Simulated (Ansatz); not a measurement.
In DFT-PBE+D3(BJ) in the program Ansatz with PAW potentials, CuI in the hexagonal phase (P6_422; Cu on 3d, I on 3c) relaxes to a = 4.167 Å, c = 9.642 Å. Against the elements it lies at 0.030 eV/atom, with no fitted shifts.

It is gapped at this level: 0.69 eV (indirect). The valence maximum lies at A and the conduction minimum at Γ. The electron mass is 0.13, 0.14, 0.14 mₑ (principal values). The hole mass is 0.35, 0.35, 0.62 mₑ (principal values). The magnetic state found is non-magnetic (starting moments vanished).

The bulk modulus is 50.2 GPa.

The start of the workflow was typed in or built on a structure type; neither database checked (COD, Materials Project) lists it. It is not the phase usual at ambient conditions (space group No. 216). The PBE+D3(BJ) relaxation kept the symmetry of its start; whether a distortion lowers the energy is not shown. The workflow began spin-polarised and lost its moments. The volume moved by -32 % from the start of the relaxation. Point labels and valley counts follow the cell and symmetry of the run, lower than the named group. The references are the lowest solids computed at this level, not always the standard phases. Scalar-relativistic: spin–orbit coupling is off unless named, which matters more the heavier the elements.

Potentials: the earlier of the program's two PAW sets.
